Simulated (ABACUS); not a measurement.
A self-consistent single point of GeTe(PbSe)2 (P3m1, 6 atoms in the cell; from Materials Project mp-1224368, changed as shown).

```
CELL_PARAMETERS angstrom
      4.40219     0.00000     0.00000
     -2.20109     3.81241     0.00000
      0.00000     0.00000    10.92829
ATOMIC_POSITIONS crystal
  Ge 0.00000 0.00000 0.00620
  Te 0.66667 0.33333 0.86465
  Pb 0.66667 0.33333 0.31332
  Pb 0.33333 0.66667 0.65422
  Se 0.33333 0.66667 0.16037
  Se 0.00000 0.00000 0.50123
```

All values come from this method and carry its errors: PBEsol, PseudoDojo 0.4 standard norm-conserving PBEsol (tails mended) pseudopotentials (plane waves; ABACUS).

ABACUS settings:

- KPT: MP 5 5 1 0 0 0
- basis_type: pw
- dft_functional: PBESOL
- ecutwfc: 86 Ry
- smearing_method: gaussian
- smearing_sigma: 0.00367493 Ry
- potentials: PseudoDojo 0.4 standard norm-conserving PBEsol (tails mended)
- symmetry: 1
- symmetry_prec: 1e-05
- ks_solver: dav
- scf_nmax: 100
- scf_thr: 1.0e-09 Ry
- mixing_type: pulay
- mixing_beta: 0.7

Results:

```
Item                                                       Value
------------------------------------------------  --------------
Number of valence electrons                                   90
Number of bands                                               55
Number of k-points after the program's reduction               5
Number of plane waves (most at a k-point)                  16698
Number of SCF iterations                                      10
FFT grid                                           50 × 50 × 125
Free energy E − TS                                -15664.3753 eV
Pressure                                               -4.34 GPa
Largest force (vector length)                         0.208 eV/Å
```

Forces (eV/Å):
```csv
atom,Fx,Fy,Fz
Ge1,0.000,0.000,-0.133
Te2,0.000,0.000,0.050
Pb3,0.000,0.000,-0.134
Pb4,0.000,0.000,-0.142
Se5,0.000,0.000,0.208
Se6,0.000,0.000,0.152
```

Stress (GPa, positive for compression):
```
-4.41   0.00   0.00
 0.00  -4.41   0.00
 0.00   0.00  -4.21
```

For comparison: a first run was changed to give this one (lattice vector c scaled by 0.99), and from it to this one the free energy drops by 8.6 meV/atom, the pressure goes from -4.66 to -4.34 GPa and the largest force goes from 0.231 to 0.208 eV/Å.

Spin-orbit coupling is left out, which matters for bands and gaps with elements this heavy. The structure comes from a collection of computed structures, made at another level of theory; the collection holds predicted forms beside known ones. Its lattice was then scaled.

Cost on one core: roughly 2.2 core-minutes.

“Tails mended”: in these copies of the files the far tail of each local potential was reset to the Coulomb form.
